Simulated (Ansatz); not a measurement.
# GaSb: computed property card

GaSb:
```
CELL_PARAMETERS angstrom
      3.57785     0.00000     0.00000
      0.00000     3.57785     0.00000
      0.00000     0.00000     3.57785
ATOMIC_POSITIONS crystal
  Ga 0.00000 0.00000 0.00000
  Sb 0.50000 0.50000 0.50000
```

Space group Pm-3m (No. 221), CsCl type; conventional cell a = b = c = 3.5779 Å, α = β = γ = 90.00°.

Method: the program Ansatz at the r²SCAN level (PAW). Structure relaxed to zero pressure with the same functional. Other levels are named where they apply.

**Cell and energy**

```json
{
  "volume_per_atom": "22.90 Å³",
  "density": "6.94 g/cm³",
  "Formation energy from the elements (no fitted shifts)": "0.27 eV/atom"
}
```

**Electronic structure**

```json
{
  "electronic_character": "metallic (no gap)",
  "Density of states at the Fermi level": "0.51 states/eV per atom (mean over ±0.08 eV)"
}
```

**Mechanics**

```json
{
 "Bulk modulus (Birch–Murnaghan fit)": "522 kbar",
 "Pressure derivative B′": "5.3"
}
```

The cell is a constructed one: a structure type filled with these elements; neither database checked (COD, Materials Project) lists it. It is not the phase usual at ambient conditions (space group No. 216). Symmetry was held in the r²SCAN relaxation; whether a distortion lowers the energy is not shown. The references are the lowest solids computed at this level, not always the standard phases. Scalar-relativistic: spin–orbit coupling is off unless named, which matters more the heavier the elements.

Potentials: the later of the program's two PAW sets.
